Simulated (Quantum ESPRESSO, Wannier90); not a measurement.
SnS₂ (I-42d), plane waves to Wannier functions

Structure: Materials Project mp-1002063, symmetrised, not relaxed again. Not found in the COD (Crystallography Open Database) copy used, which has the formula in other groups; not checked further. Level: PBEsol, spinors with spin-orbit coupling; pw.x of Quantum ESPRESSO at 58 Ry with PseudoDojo potentials, 4×4×4 k-points, Wannier90. Density: 6×6×6 mesh, cold smearing 0.01 Ry.

On the energy scale of pw.x, whose zero is arbitrary, the valence-band maximum lies at 3.79 eV.

Input w.win:

```
num_bands = 8
num_wann = 8
exclude_bands = 9-94
spinors = true
num_iter = 1000
conv_tol = 1.0e-6
conv_window = 4
write_hr = true
write_u_matrices = true
auto_projections = true
begin unit_cell_cart
ang
    5.9265000000    0.0000000000    0.0000000000
    0.0000000000    5.9265000000    0.0000000000
   -2.9632500000   -2.9632500000    4.9111200000
end unit_cell_cart
begin atoms_frac
Sn   0.2500000000 -0.2500000000  0.5000000000
Sn   0.0000000000  0.0000000000  0.0000000000
S   -0.1197400000 -0.1250000000  0.2500000000
S   -0.3750000000  0.1197400000 -0.2500000000
S    0.3697400000  0.3750000000  0.2500000000
S    0.1250000000 -0.3697400000 -0.2500000000
end atoms_frac
mp_grid = 4 4 4
begin kpoints
0.0000000000 0.0000000000 0.0000000000
0.0000000000 0.0000000000 0.2500000000
0.0000000000 0.0000000000 0.5000000000
... (61 more lines: the 4x4x4 mesh through Gamma)
end kpoints
```

Input of pw2wannier90.x that gives the overlap and projection files (equivalent; here they were cut from one run over all bands):

```
&inputpp
  outdir = './out'
  prefix = 'pwscf'
  seedname = 'w'
  write_amn = .true.
  write_mmn = .true.
  scdm_proj = .true.
  scdm_entanglement = 'isolated'
/
```

Output w.wout (banner and timings cut):

```
                                    ------
                                    SYSTEM
                                    ------

                              Lattice Vectors (Ang)
                    a_1     5.926500   0.000000   0.000000
                    a_2     0.000000   5.926500   0.000000
                    a_3    -2.963250  -2.963250   4.911120

                   Unit Cell Volume:     172.49524  (Ang^3)

                        Reciprocal-Space Vectors (Ang^-1)
                    b_1     1.060185  -0.000000   0.639690
                    b_2    -0.000000   1.060185   0.639690
                    b_3     0.000000   0.000000   1.279379

 *----------------------------------------------------------------------------*
 |   Site       Fractional Coordinate          Cartesian Coordinate (Ang)     |
 +----------------------------------------------------------------------------+
 | sn   1   0.25000  -0.25000   0.50000   |    0.00000  -2.96325   2.45556    |
 | sn   2   0.00000   0.00000   0.00000   |    0.00000   0.00000   0.00000    |
 | s    1  -0.11974  -0.12500   0.25000   |   -1.45045  -1.48162   1.22778    |
 | s    2  -0.37500   0.11974  -0.25000   |   -1.48162   1.45045  -1.22778    |
 | s    3   0.36974   0.37500   0.25000   |    1.45045   1.48162   1.22778    |
 | s    4   0.12500  -0.36974  -0.25000   |    1.48162  -1.45045  -1.22778    |
 *----------------------------------------------------------------------------*
                                ------------
                                K-POINT GRID
                                ------------

             Grid size =  4 x  4 x  4      Total points =   64

 *---------------------------------- MAIN ------------------------------------*
 |  Number of Wannier Functions               :                 8             |
 |  Number of Objective Wannier Functions     :                 8             |
 |  Number of input Bloch states              :                 8             |
 |  Output verbosity (1=low, 5=high)          :                 1             |
 |  Timing Level (1=low, 5=high)              :                 1             |
 |  Optimisation (0=memory, 3=speed)          :                 3             |
 |  Length Unit                               :               Ang             |
 |  Post-processing setup (write *.nnkp)      :                 F             |
 |  Using Gamma-only branch of algorithms     :                 F             |
 *----------------------------------------------------------------------------*
 *------------------------------- WANNIERISE ---------------------------------*
 |  Total number of iterations                :              1000             |
 |  Number of CG steps before reset           :                 5             |
 |  Trial step length for line search         :             2.000             |
 |  Convergence tolerence                     :         0.100E-05             |
 |  Convergence window                        :                 4             |
 |  Iterations between writing output         :                 1             |
 |  Iterations between backing up to disk     :               100             |
 |  Write r^2_nm to file                      :                 F             |
 |  Write xyz WF centres to file              :                 F             |
 |  Write on-site energies <0n|H|0n> to file  :                 F             |
 |  Use guiding centre to control phases      :                 F             |
 |  Use phases for initial projections        :                 F             |
 *----------------------------------------------------------------------------*
 *-------------------------------- PLOTTING ----------------------------------*
 |  Plotting Hamiltonian in WF basis          :                 T             |
 *----------------------------------------------------------------------------*

 *---------------------------------- K-MESH ----------------------------------*
 +----------------------------------------------------------------------------+
 |                    Distance to Nearest-Neighbour Shells                    |
 |                    ------------------------------------                    |
 |          Shell             Distance (Ang^-1)          Multiplicity         |
 |          -----             -----------------          ------------         |
 |             1                   0.309556                      8            |
 |             2                   0.319845                      2            |
 |             3                   0.374832                      4            |
 |             4                   0.492747                      8            |
 |             5                   0.530092                      4            |
 |             6                   0.548111                      8            |
 |             7                   0.613859                     16            |
 |             8                   0.619111                      8            |
       ... (lines left out)
 +----------------------------------------------------------------------------+
 | The b-vectors are chosen automatically                                     |
 | The following shells are used:                       1,  2                 |
 +----------------------------------------------------------------------------+
 |                        Shell   # Nearest-Neighbours                        |
 |                        -----   --------------------                        |
 |                          1               8                                 |
 |                          2               2                                 |
 +----------------------------------------------------------------------------+
 | Completeness relation is fully satisfied [Eq. (B1), PRB 56, 12847 (1997)]  |
 +----------------------------------------------------------------------------+
 |                  b_k Vectors (Ang^-1) and Weights (Ang^2)                  |
 |                  ----------------------------------------                  |
 |            No.         b_k(x)      b_k(y)      b_k(z)        w_b           |
 |            ---        --------------------------------     --------        |
 |             1         0.000000    0.265046    0.159922     3.558745        |
 |             2         0.265046    0.000000    0.159922     3.558745        |
 |             3         0.000000   -0.265046   -0.159922     3.558745        |
 |             4         0.000000   -0.265046    0.159922     3.558745        |
 |             5        -0.265046    0.000000   -0.159922     3.558745        |
 |             6        -0.265046    0.000000    0.159922     3.558745        |
 |             7         0.000000    0.265046   -0.159922     3.558745        |
 |             8         0.265046    0.000000   -0.159922     3.558745        |
 |             9         0.000000    0.000000    0.319845     1.328807        |
 |            10         0.000000    0.000000   -0.319845     1.328807        |
 +----------------------------------------------------------------------------+
 |                           b_k Directions (Ang^-1)                          |
 |                           -----------------------                          |
 |            No.           x           y           z                         |
 |            ---        --------------------------------                     |
 |             1         0.000000    0.265046    0.159922                     |
 |             2         0.265046    0.000000    0.159922                     |
 |             3         0.000000   -0.265046    0.159922                     |
 |             4        -0.265046    0.000000    0.159922                     |
 |             5         0.000000    0.000000    0.319845                     |
 +----------------------------------------------------------------------------+

 Starting a new Wannier90 calculation ...

 Reading overlaps from w.mmn

 Reading projections from w.amn

 *------------------------------- WANNIERISE ---------------------------------*
 +--------------------------------------------------------------------+<-- CONV
 | Iter  Delta Spread     RMS Gradient      Spread (Ang^2)            |<-- CONV
 +--------------------------------------------------------------------+<-- CONV

 ------------------------------------------------------------------------------
 Initial State
  WF centre and spread    1  (  0.002604, -0.000732, -0.002732 )     0.43939754
  WF centre and spread    2  (  0.000732, -2.965854,  2.452828 )     0.43939754
  WF centre and spread    3  ( -0.000971,  0.002023, -0.001824 )     0.43986793
  WF centre and spread    4  ( -0.002023, -2.962279,  2.453736 )     0.43986793
  WF centre and spread    5  ( -0.000993, -0.000436,  0.000856 )     0.43651775
  WF centre and spread    6  (  0.000436, -2.962257,  2.456416 )     0.43651775
  WF centre and spread    7  (  2.964130,  0.000659, -2.451863 )     0.43914203
  WF centre and spread    8  ( -0.000659, -0.000880,  0.003697 )     0.43914203
  Sum of centres and spreads (  2.963255, -8.889755,  4.911115 )     3.50985051

      0     0.351E+01     0.0000000000        3.5098505093  <-- CONV
        O_D=      0.0000068 O_OD=      0.0088854 O_TOT=      3.5098505 <-- SPRD
 ------------------------------------------------------------------------------
      1    -0.653E-02     0.0759619133        3.5033241996  <-- CONV
        O_D=      0.0000342 O_OD=      0.0023318 O_TOT=      3.5033242 <-- SPRD
      2    -0.266E-03     0.0346235746        3.5030577285  <-- CONV
        O_D=      0.0000040 O_OD=      0.0020954 O_TOT=      3.5030577 <-- SPRD
      3    -0.161E-04     0.0078876383        3.5030416752  <-- CONV
        O_D=      0.0000011 O_OD=      0.0020823 O_TOT=      3.5030417 <-- SPRD
      4    -0.289E-05     0.0032473576        3.5030387880  <-- CONV
        O_D=      0.0000005 O_OD=      0.0020800 O_TOT=      3.5030388 <-- SPRD
      5    -0.402E-06     0.0012987664        3.5030383857  <-- CONV
        O_D=      0.0000004 O_OD=      0.0020797 O_TOT=      3.5030384 <-- SPRD
      6    -0.319E-07     0.0003617685        3.5030383538  <-- CONV
        O_D=      0.0000004 O_OD=      0.0020797 O_TOT=      3.5030384 <-- SPRD
      7    -0.534E-08     0.0001493688        3.5030383485  <-- CONV
        O_D=      0.0000004 O_OD=      0.0020797 O_TOT=      3.5030383 <-- SPRD
      8    -0.247E-08     0.0000811704        3.5030383460  <-- CONV
        O_D=      0.0000004 O_OD=      0.0020796 O_TOT=      3.5030383 <-- SPRD
             <<<     Delta < 1.000E-06  over  4 iterations     >>>
             <<< Wannierisation convergence criteria satisfied >>>
 Final State
  WF centre and spread    1  (  0.002563, -0.000779, -0.002709 )     0.43825614
  WF centre and spread    2  (  0.000779, -2.965813,  2.452851 )     0.43825614
  WF centre and spread    3  ( -0.000902,  0.002038, -0.001832 )     0.43867171
  WF centre and spread    4  ( -0.002038, -2.962348,  2.453728 )     0.43867171
  WF centre and spread    5  ( -0.000992, -0.000433,  0.000855 )     0.43634831
  WF centre and spread    6  (  0.000433, -2.962258,  2.456415 )     0.43634831
  WF centre and spread    7  (  2.964076,  0.000668, -2.451874 )     0.43824301
  WF centre and spread    8  ( -0.000668, -0.000826,  0.003686 )     0.43824301
  Sum of centres and spreads (  2.963251, -8.889751,  4.911118 )     3.50303835

         Spreads (Ang^2)       Omega I      =     3.500958277
        ================       Omega D      =     0.000000421
                               Omega OD     =     0.002079648
    Final Spread (Ang^2)       Omega Total  =     3.503038346
```
